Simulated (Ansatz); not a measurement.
The relaxed structure here is a generated cell of CdS: the first start was made by placing the elements on the sites of a structure type, and the end was not matched to a known phase here, so it may be hypothetical. Known forms of CdS include space group No. 186, 216.

A structure of CdS relaxed with PBEsol (plane waves to 420 eV, PAW, scalar-relativistic; Ansatz, a quantum-chemistry and plane-wave program); single points at other levels follow on the same geometry (Ansatz, PAW; HSE06 at 420 eV on a 6×4×4 k-mesh; no spin-orbit coupling). Space group Pccm (No. 49).

```
CELL_PARAMETERS angstrom
      3.92238     0.00000     0.00000
      0.00000     6.86521     0.00000
      0.00000     0.00000     7.56998
ATOMIC_POSITIONS crystal
  Cd 0.50000 0.00000 0.00000
  Cd 0.50000 0.00000 0.50000
  Cd 0.00000 0.50000 0.25000
  Cd 0.00000 0.50000 0.75000
  S  0.08444 0.25653 0.00000
  S  0.91556 0.25653 0.50000
  S  0.91556 0.74347 0.00000
  S  0.08444 0.74347 0.50000
```

| level | gap (eV) | kind | conduction minimum |
|---|---|---|---|
| PBEsol | 0.33 | direct | Γ |
| HSE06 | ? | – | ? |

Q: Fill in the missing entries.

A: 
- HSE06, gap (eV): 1.29
- HSE06, conduction minimum: Γ

No spin polarisation in the result.

The run could not lose the symmetry of its start: the end is stationary, and may be a saddle point rather than a minimum.

It was reached from a disturbed copy of a P4₂/mmc (No. 131) cell, against which it lies -0.02 eV/atom.
